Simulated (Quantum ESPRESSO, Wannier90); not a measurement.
# Tight-binding from DFT: BN (Fmm2)

Cell from Materials Project (mp-685145), symmetrised, no further relaxation. Not found in the COD (Crystallography Open Database) copy used, which has the formula in other groups; not checked further. Level: PBEsol, no spin polarisation, no spin-orbit coupling; pw.x of Quantum ESPRESSO at 68 Ry with PseudoDojo potentials, 12×12×12 k-points, Wannier90. Density: 14×14×14 mesh, cold smearing 0.01 Ry. The cell is built of weakly bound layers, chains or molecules, whose nearest atoms lie 3.57 Å apart. Database cells relaxed without dispersion often hold them too far apart, which can enlarge gaps and weakens couplings between them; spacing and stacking were not compared with the measured crystal.

```
begin unit_cell_cart
ang
   -1.2516300000    0.0000000000   -2.1660900000
   -1.2516300000    0.0000000000    2.1660900000
    1.2516300000    3.4953150000    0.0000000000
end unit_cell_cart
mp_grid = 12 12 12
```

Neighbour vectors b of the finite-difference formula (Å⁻¹), by shell:

```csv
shell,b_x,b_y,b_z
1,0.00000,0.14980,0.00000
1,0.00000,-0.14980,0.00000
2,0.00000,0.00000,-0.24172
2,0.00000,0.00000,0.24172
3,-0.20917,0.07490,0.12086
3,-0.20917,0.07490,-0.12086
3,-0.20917,-0.07490,0.12086
3,-0.20917,-0.07490,-0.12086
3,0.20917,-0.07490,-0.12086
3,0.20917,0.07490,-0.12086
3,0.20917,-0.07490,0.12086
3,0.20917,0.07490,0.12086
```

Question: Find the weights w_b from the completeness condition Σ_b w_b b_α b_β = δ_αβ.

Answer: Shell 1: Σ b_x² = 0.000, Σ b_y² = 0.045, Σ b_z² = 0.000 Å⁻²
Shell 2: Σ b_x² = 0.000, Σ b_y² = 0.000, Σ b_z² = 0.117 Å⁻²
Shell 3: Σ b_x² = 0.350, Σ b_y² = 0.045, Σ b_z² = 0.117 Å⁻²
Each of the three diagonal sums, weighted, has to give 1 and the off-diagonal ones 0, which holds for w_1 = 19.4 Å², w_2 = 5.70 Å², w_3 = 2.86 Å². Check on xx: 19.42×0.000 + 5.70×0.000 + 2.86×0.350 = 1.00.

On this mesh the 3 functions of bands 2-4 (bands 2-4; start: atomic waves N 2p, conv_tol = 1.0e-7) end with spreads 1.0513, 1.0507, 1.4237 Å², Ω_I = 3.4080 Å² and Ω_D = 0.0384 Å².

Ω_total is the sum of the spreads, 3.526 Å². Ω_OD = Ω_total − Ω_I − Ω_D = 0.079 Å². Only (Ω_D + Ω_OD)/Ω_total = 3.3 % depends on the gauge, and another start could lower the total by that share at most. The rms radius is √(Ω_total/3) = 1.08 Å.
